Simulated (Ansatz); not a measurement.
## Levels of theory for Y2AlN3 (ordering on rocksalt)

All numbers come from the PAW code Ansatz. Note: simulated data, non-magnetic, for a generated structure that need not be the stable one.

Structure: Y2AlN3, ordered on the rocksalt lattice (I4/mmm) with 6 atoms a cell, at its r2SCAN minimum. Y has 6 N at 2.17–2.62 Å; N has 1 Al at 2.06 Å and 5 Y at 2.39–2.62 Å; N has 2 Y at 2.17 Å and 4 Al at 2.39 Å; Al has 6 N at 2.06–2.39 Å.

Space group I4/mmm (No. 139). a = 3.379 Å, b = 3.379 Å, c = 13.688 Å, α = 90.00°, β = 90.00°, γ = 90.00°

| atom | site | symmetry | x | y | z |
| --- | --- | --- | --- | --- | --- |
| Y | 4e | 4mm | 0.5000 | 0.5000 | 0.3417 |
| N | 4e | 4mm | 0.5000 | 0.5000 | 0.1503 |
| N | 2a | 4/mmm | 0.0000 | 0.0000 | 0.0000 |
| Al | 2b | 4/mmm | 0.5000 | 0.5000 | 0.0000 |

Relaxed lattice by functional, symmetry kept:
```
functional    k mesh  a (Å)   c (Å)  volume (Å³/atom)
       PBE  10×10×10  3.389  13.766             13.18
    r2SCAN  10×10×10  3.379  13.688             13.03
```

Band edges at fixed r2SCAN geometry:
```tsv
level	k mesh	gap (eV)	kind	edges	least direct gap (eV)
PBE	10×10×10	0.50	indirect	Γ → M	0.67
PBE+SOC	10×10×10	0.49	indirect	Γ → M	0.65
r2SCAN	10×10×10	0.91	indirect	Γ → M	1.07
HSE06	6×6×6	1.46	indirect	Γ → M	1.64
PBE0	6×6×6	2.14	indirect	Γ → M	2.32
G0W0@PBE (233 empty bands, 120 eV, 6×6×6)	6×6×6	1.00	–	Γ → M (mesh)	–
```
PBE, PBE+SOC: smearing of 0.02 eV; the others have fixed occupations.
Wave cutoffs: 420 eV, 500 eV (r2SCAN).
The G0W0 gap is PBE's gap over the path plus the quasiparticle shift read on the mesh. No extrapolation in bands, cutoff or mesh was made for G0W0.

With HSE06 the valence top lies at Γ and the conduction bottom at M, 1.46 eV higher; the smallest vertical gap, at Γ, is 1.64 eV. Spin-orbit coupling changes the PBE gap by -0.02 eV, to 0.49 eV.

Set against the finite-basis gap of 1.00 eV from G0W0@PBE (233 empty bands, 120 eV, 6×6×6), the closest functional is r2SCAN, which differs by -0.09 eV. The others: HSE06 +0.46, PBE -0.50, PBE0 +1.14 eV. The yardstick's own error is a tenth of an eV or more. r2SCAN covers 42 % of the step from PBE to HSE06. For gaps to 0.1 eV, spin-orbit coupling (up to 0.02 eV here) can be left out. Among these functionals the gap stays indirect.

Only the levels marked +SOC include spin-orbit coupling.
